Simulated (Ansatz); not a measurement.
# Zone-centre modes in CsPbBr3

The calculation used DFT PBEsol, scalar-relativistic, plane waves, PAW (Ansatz 0.2.0). Settings: plane waves to 420 eV, k-mesh 6×6×6 (Γ-centred), Gaussian smearing 0.05 eV. Spin–orbit coupling is left out, which can shift energies with elements as heavy as these. No spin polarisation.

Zero of the scan (relaxed at this level; it needn't be the usual structure):

```
Cs Pb Br
1.0
    -4.05725    4.05725    5.95407
     4.05725   -4.05725    5.95407
     4.05725    4.05725   -5.95407
Cs Pb Br
2 2 6
Direct
  0.75000 0.25000 0.50000
  0.25000 0.75000 0.50000
  0.00000 0.00000 0.00000
  0.50000 0.50000 0.00000
  0.25000 0.25000 0.00000
  0.75000 0.75000 0.00000
  0.68440 0.18440 0.86881
  0.31560 0.81560 0.13119
  0.18440 0.31560 0.50000
  0.81560 0.68440 0.50000
```

Harmonic modes by finite displacements of 0.02 Å, without the LO–TO term.

At this geometry, is the structure stable against these modes?

No: 2 modes are unstable, the strongest at 14i cm⁻¹.

List the wavenumbers in cm⁻¹.

14i, 14i, 0, 0, 0, 22, 22, 37, 37, 38, 38, 39, 44, 44, 48, 51, 52, 60, 60, 63, 70, 83, 85, 85, 87, 93, 93, 130, 131, 155.

Cost: 1 run of about 14 core-minutes, on Arm Neoverse V2 (shared hosts).